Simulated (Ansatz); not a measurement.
# Elastic constants of Al at 22 GPa (stress–strain coefficients): input and output

All numbers below come from Ansatz, DFT LDA, scalar-relativistic, plane waves, PAW.

Launched with:
```bash
ansatz run input.yaml --threads 1 --pin off --max-ram 3072MiB --backend cpu --events-out ev --progress --plain --runs-dir out
```

Input (bare energies are in eV):
```yaml
crystal:
  lattice:
    - [2.6550423864, 0.0, 0.0]
    - [-1.3275211932, 2.2993341547, 0.0]
    - [0.0, 0.0, 8.7031864688]
  atoms:
    - { symbol: Al, position: [0.0, 0.0, 0.0] }
    - { symbol: Al, position: [0.3333333333, 0.6666666667, 0.25] }
    - { symbol: Al, position: [0.0, 0.0, 0.5] }
    - { symbol: Al, position: [0.6666666667, 0.3333333333, 0.75] }
basis:
  ecutwfc: 420
kpoints:
  mp_grid: { grid: [18, 18, 6] }
hamiltonian:
  xc: lda
scf:
  occupations: { method: fermi_dirac, width: 0.15 }
output:
  forces: true
  stress: true
  eigenvalues: true
elastic:
  mode: relaxed_ion
  amplitude: 0.005
  stencil: two_point
```

From the output:
```
--- Elastic constants: 3 strain directions × 2 members + reference (group order 24) ---
  dense FFT box of the reference and of every strained cell: 18×18×60
  strains applied: 11, 33, 23; error gains: componentwise 1.00 (the most a stress slope's error grows in a printed constant), spectral 1.41 (1 for all six strains in a standard setting)
  C = ∂σ_k/∂η_j (tension-positive GPa; Voigt order 11 22 33 23 13 12):
       277.936    132.171    105.578      0.000      0.000      0.000
       132.171    277.936    105.578      0.000      0.000      0.000
       105.594    105.594    297.152      0.000      0.000      0.000
         0.000      0.000      0.000     58.755     -0.000      0.000
         0.000      0.000      0.000     -0.000     58.755      0.000
         0.000      0.000      0.000      0.000      0.000     72.882
  reference stress σ⁰ (GPa):    -22.001    -22.001    -21.997     -0.000     -0.000     -0.000
  C* (energy form; C + prestress term) asymmetry max|C*_kj − C*_jk| = 2.033e-2 GPa — a small one proves nothing (zero by symmetry where the batch's group is 432, −43m or m−3m); a large one is finite-difference/SCF noise where every solve ...
  moduli (Voigt/Reuss/Hill, GPa): K = 171.08/171.06/171.07   G = 72.06/69.65/70.85   E = 186.77   ν = 0.318
  mechanically stable: yes (min eigenvalue of sym C = 58.75 GPa)
  the stresses are not corrected for the forces that the relaxations left standing (`elastic.f_tol`)
  strain η (Voigt 11):  stress-route row diagonal C_11 = 277.94 GPa, energy-path curvature d²(F+E_count+ΔE)/dδ²/Ω₀ = 277.87 GPa
         δ    σ_11 (GPa) F (eV) n_scf n_hpsi n_pw
    -5.000e-3     -23.4234       -2050.8709072       6   61277   1063   relax 3 steps, max|allowed force component| 5.57e-6 eV/Å
     5.000e-3     -20.6440       -2050.9439026       6   61258   1079   relax 3 steps, max|allowed force component| 1.63e-7 eV/Å
  strain η (Voigt 33):  stress-route row diagonal C_33 = 297.15 GPa, energy-path curvature d²(F+E_count+ΔE)/dδ²/Ω₀ = 297.19 GPa
         δ    σ_33 (GPa) F (eV) n_scf n_hpsi n_pw
    -5.000e-3     -23.5041       -2050.8708337       7   30177   1067   relax 0 steps, max|allowed force component| 2.89e-18 eV/Å
     5.000e-3     -20.5326       -2050.9438124       5   26450   1091   relax 0 steps, max|allowed force component| 1.01e-18 eV/Å
  strain η (Voigt 23):  stress-route row diagonal C_44 = 58.75 GPa, energy-path curvature d²(F+E_count+ΔE)/dδ²/Ω₀ = 69.71 GPa
         δ    σ_23 (GPa) F (eV) n_scf n_hpsi n_pw
    -5.000e-3      -0.2938       -2050.9082707       6   88060   1075   relax 3 steps, max|allowed force component| 4.56e-6 eV/Å
     5.000e-3       0.2938       -2050.9082707       6   88110   1075   relax 3 steps, max|allowed force component| 4.56e-6 eV/Å
```

The run took 3.7 min on 1 thread of Intel(R) Xeon(R) Platinum 8259CL CPU @ 2.50GHz (Skylake/Cascade Lake), with other jobs on the host, peak memory 0.64 GiB.

In a metal, frequencies and elastic constants depend on the k mesh and the smearing, soft modes and shear constants most. Other phases may be more stable at this pressure.

This form isn't the element's structure at ambient conditions.